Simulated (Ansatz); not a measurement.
Data:

Hf$_{2}$Ge:
```xyz
6
Lattice="-3.3049 3.3049 2.6359 3.3049 -3.3049 2.6359 3.3049 3.3049 -2.6359" Properties=species:S:1:pos:R:3 pbc="T T T"
Hf     1.0249     2.2800     2.6359
Hf     2.2800     1.0249     0.0000
Hf     1.0249     4.3298     0.0000
Hf     2.2800    -1.0249     2.6359
Ge     0.0000     0.0000     3.9538
Ge     0.0000     0.0000     1.3179
```

This is the r²SCAN-relaxed structure.

Question: All from r²SCAN (plane waves, PAW; program Ansatz), unless another level is named. Predict the electronic character.

Answer: metallic (no gap).

Question: Next, the density of states at the Fermi level?

Answer: 0.39 states/eV per atom (mean over ±0.08 eV).

Question: And the formation energy from the elements (no fitted shifts)?

Answer: -0.72 eV/atom.

Space group I4/mcm. The first step of the workflow began from a Materials Project structure, measured or hypothetical; the Crystallography Open Database copy checked does not list it. Its standing as an ambient phase is unchecked. The cell was relaxed with r²SCAN under the symmetry of its start; whether a distortion lowers the energy is not shown. No spin polarisation was allowed. The references are the lowest solids computed at this level, not always the standard phases. Spin–orbit coupling is left out wherever it is not named.

Potentials: the earlier of the program's two PAW sets.
